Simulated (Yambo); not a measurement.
**SrCuSeF: sweep of GW parameters**

G0W0@LDA for SrCuSeF (space group P4/nmm, No. 129) in Yambo. Reference settings: 4×4×1 Γ-centred k mesh, bands 19 to 187 and a 6 Ry block in the screening, 187 bands in G with the Bruneval-Gonze terminator, plasmon pole fitted at 27.2 eV. The LDA gap Γ → Γ on this mesh is 0.97 eV; G0W0 gaps are taken between the same points.

```
change from the reference                                G0W0 gap Γ → Γ (eV)  shift of the valence edge (eV)        rough Yambo cost
-------------------------------------------------------  -------------------  ------------------------------  ----------------------
reference settings                                                      2.22                           -0.70                       1
71 bands in W, 71 bands in G                                            2.85                           -0.54               about 1/4
92 bands in W, 92 bands in G                                            2.48                           -0.57               about 1/3
119 bands in W, 119 bands in G                                          2.33                           -0.62  within a factor of two
wavefunctions cut at 30 Ry                                              1.90                           -0.30               about 1/2
exchange cut at 40 Ry                                                   1.67                           -0.12                       –
71 bands in W, 71 bands in G, 3 Ry block                                3.09                           -0.82               about 1/5
92 bands in W, 92 bands in G, 4 Ry block                                2.55                           -0.65               about 1/3
119 bands in W, 119 bands in G, 3 Ry block                              2.55                           -0.89               about 1/2
119 bands in W, 119 bands in G, 5 Ry block                              2.37                           -0.66  within a factor of two
3 Ry block                                                              2.43                           -0.94  within a factor of two
2×2×1 mesh                                                              2.05                           -0.56               about 1/5
4×4×2 mesh                                                              2.33                           -0.78                about 4×
92 bands in W, 92 bands in G, 3 Ry block, no terminator                 2.72                           -0.62               about 1/3
153 bands in W, 153 bands in G, no terminator                           2.21                           -0.45  within a factor of two
```

The reference isn't shown to be the converged limit. Costs are rough (shared machines), scaled to the same edge states, and given only for runs that recompute the screening.

Spin-orbit splittings are left out. The filled Cu 3d shell has no Hubbard U; semilocal functionals place it too high.

The standard potential for Se keeps a d shell in the valence without the s and p states of that shell. In tests on such compounds this moved G0W0 gaps by up to about 0.9 eV, so absolute quasiparticle energies here are unreliable; differences between settings are what counts.

Geometry of the Materials Project entry, not relaxed at this level; primitive cell a = b = 4.0938 Å, c = 8.9012 Å, α = β = γ = 90.00°.

A shift is the quasiparticle energy of the state minus its LDA energy.
